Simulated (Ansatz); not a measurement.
Given:

GaN:
```xyz
8
Lattice="5.4702 0.0000 0.0000 0.0000 5.4702 0.0000 0.0000 0.0000 3.1831" Properties=species:S:1:pos:R:3 pbc="T T T"
Ga     1.7538     3.7164     0.0000
Ga     3.7164     1.7538     0.0000
Ga     4.4889     4.4889     1.5916
Ga     0.9813     0.9813     1.5916
N      1.7369     1.7369     0.0000
N      3.7333     3.7333     0.0000
N      0.9982     4.4720     1.5916
N      4.4720     0.9982     1.5916
```

This is the PBEsol-relaxed structure. x, y and z are the axes in which the lattice vectors are written.

Q: All from plane-wave PAW PBEsol (Ansatz code), unless another level is named. Give the Hill bulk and shear moduli.

A: 176 and 87.9 GPa.

Q: Predict the highest zone-centre frequency (without LO–TO term).

A: 730 cm^-1.

Q: Next, the elastic constants (relaxed ions, GPa)?

A: C11 = 261, C12 = 122, C13 = 117, C33 = 369, C44 = 85.1, C66 = 96.0.

Q: And the vibrational entropy at 300 K?

A: 17.1 J/(K·mol of atoms).

Space group P4_2/mnm. The start of the workflow was typed in or built on a structure type; neither database checked (COD, Materials Project) lists it. It is not the phase usual at ambient conditions (space group No. 186, 216). Symmetry was held in the PBEsol relaxation; phonons on a q-mesh show no instability.

Potentials: the later of the program's two PAW sets.
